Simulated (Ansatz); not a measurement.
MgSe:
```
CELL_PARAMETERS angstrom
      0.00000     2.72473     2.72473
      2.72473     0.00000     2.72473
      2.72473     2.72473     0.00000
ATOMIC_POSITIONS crystal
  Se 0.00000 0.00000 0.00000
  Mg 0.50000 0.50000 0.50000
```

The program Ansatz at the PBEsol level (PAW) gives a gap of 1.78 eV without spin–orbit coupling, maximum at Γ, minimum at X.

Problem. What happens when spin–orbit coupling is switched on?

Solution. The gap falls by 0.14 eV, to 1.64 eV; maximum at Γ, minimum at X.

Problem. How large is the spin–orbit splitting of the valence top at Γ?

Solution. The fourfold level lies 0.43 eV above the split-off pair.

Problem. Give the electron effective mass with spin–orbit coupling.

Solution. 0.23, 0.23, 0.49 mₑ (principal values).

Problem. Give the hole effective mass with spin–orbit coupling, band 1 of 2 at the edge.

Solution. 0.75 along [100], 1.5 along [110], 2.1 along [111] (mₑ).

Problem. Give the hole effective mass with spin–orbit coupling, band 2 of 2 at the edge.

Solution. 0.20 along [100], 0.18 along [110], 0.17 along [111] (mₑ).

Space group Fm-3m (rock salt). The cell was relaxed with PBEsol under the symmetry of its start.

Potentials: the later of the program's two PAW sets.
